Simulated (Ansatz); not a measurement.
## Is this Be6S structure a true minimum?

It was reached by relaxing an invented guess, and it needn't be the stable form of this composition.

The calculation used DFT PBE, scalar-relativistic, plane waves, PAW in Ansatz 0.2.0. Cutoff 420 eV; k points 12×12×6 on the computed 7-atom cell (Γ-centred); Gaussian smearing, width 0.10 eV; no spin polarisation.

The cell below (7 atoms, space group P31m (No. 157)) is relaxed within its symmetry.

```xyz
7
Lattice="3.9357 0.0000 0.0000 -1.9678 3.4084 0.0000 0.0000 0.0000 5.8612" Properties=species:S:1:pos:R:3 pbc="T T T"
Be    0.0000    0.0000    3.8603
Be    1.2482    2.1620    1.7292
Be   -0.7196    1.2464    1.7292
Be    1.4393    0.0000    1.7292
Be    1.9678    1.1361    3.4310
Be    0.0000    2.2723    3.4310
S     0.0000    0.0000    0.2671
```

For the test it was strained at random (σ = 1.5 % a component), the atoms were moved at random (σ = 0.10 Å), and all was relaxed again on a coarse 6×6×4 mesh (in the run’s order of axes) with 0.20 eV smearing, with no symmetry imposed.

**Question.** Is the structure stable against such a distortion?

**Answer.** It returns, within 1 meV/atom of the unmoved cell on that mesh and with the same symmetry when read at 0.1 Å (Cm at 0.01 Å, so small strains and shifts remain). No instability shows in this cell; modes of other wave vectors, which need another repeat, aren't tested.
